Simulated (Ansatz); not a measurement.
# BaPbO₃: checking a database structure before trusting its electric field gradients

The cell is an entry of the Crystallography Open Database (COD), atoms as given.

```cif
data_BaPbO3
_symmetry_space_group_name_H-M 'Imma'
_symmetry_Int_Tables_number 74
_cell_length_a 6.0070
_cell_length_b 8.4760
_cell_length_c 6.0630
_cell_angle_alpha 90.000
_cell_angle_beta 90.000
_cell_angle_gamma 90.000
loop_
_atom_site_label
_atom_site_type_symbol
_atom_site_symmetry_multiplicity
_atom_site_Wyckoff_symbol
_atom_site_fract_x
_atom_site_fract_y
_atom_site_fract_z
Ba Ba 4 e 0.5000 0.7500 0.4967
Pb Pb 4 b 0.0000 0.0000 0.5000
O5 O 8 g 0.2500 0.9687 0.2500
O9 O 4 e 0.0000 0.2500 0.4453
```

One atom of each set is listed; the run and its k-mesh use a cell of 10 atoms with edges of 6.01, 6.01, 6.01 Å.

Computed with Ansatz: DFT, PBE, plane waves and PAW, scalar-relativistic, 420 eV cutoff, Γ-centred 7×7×7 k-points, Fermi–Dirac smearing 0.02 eV.

(1) Do the atoms and the cell lie near the calculated equilibrium?

Results:

(1) Not quite. The largest force is 0.27 eV/Å, on atom 9 (O: 2 Pb at 2.14 Å, angle 162°; also 4 Ba at 2.72–3.34 Å), and the pressure is 7.1 GPa. Relaxing the atoms is still advisable, since electric field gradients respond to shifts of a few hundredths of an ångström.
